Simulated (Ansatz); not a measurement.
SiO₂:
```cif
data_O6Si3
_chemical_formula_sum 'Si3 O6'
_space_group_name_H-M_alt 'P3221'
_space_group_IT_number 154
_space_group_name_Hall 'P 32 2"'
_cell_length_a 4.92029
_cell_length_b 4.92029
_cell_length_c 5.41615
_cell_angle_alpha 90.000
_cell_angle_beta 90.000
_cell_angle_gamma 120.000
loop_
_atom_site_label
_atom_site_type_symbol
_atom_site_symmetry_multiplicity
_atom_site_Wyckoff_symbol
_atom_site_fract_x
_atom_site_fract_y
_atom_site_fract_z
_atom_site_occupancy
Si1 Si 3 a 0.53106 0.53106 0.00000 1
O1 O 6 c 0.26907 0.41316 0.21546 1
```

Relaxed with r²SCAN.

Problem. Decompose the optical modes at the zone centre into irreducible representations, and say which are infrared and Raman allowed.

Solution. Point group 32: Γ_opt = 4A1 + 4A2 + 8E. Infrared: A2, E. Raman: A1, E.

Problem. Assign frequencies (DFPT, the program Ansatz at the r²SCAN level (PAW); without the LO–TO term).

Solution. E 130, A1 212, E 264, A1 353, A2 360, E 390, E 448, A1 463, A2 494, E 695, A2 775, E 795, E 1071, A2 1079, A1 1087, E 1163 cm⁻¹.

Space group P3_221. The r²SCAN relaxation kept the symmetry of its start; phonons on a q-mesh show no instability.

Potentials: the later of the program's two PAW sets.
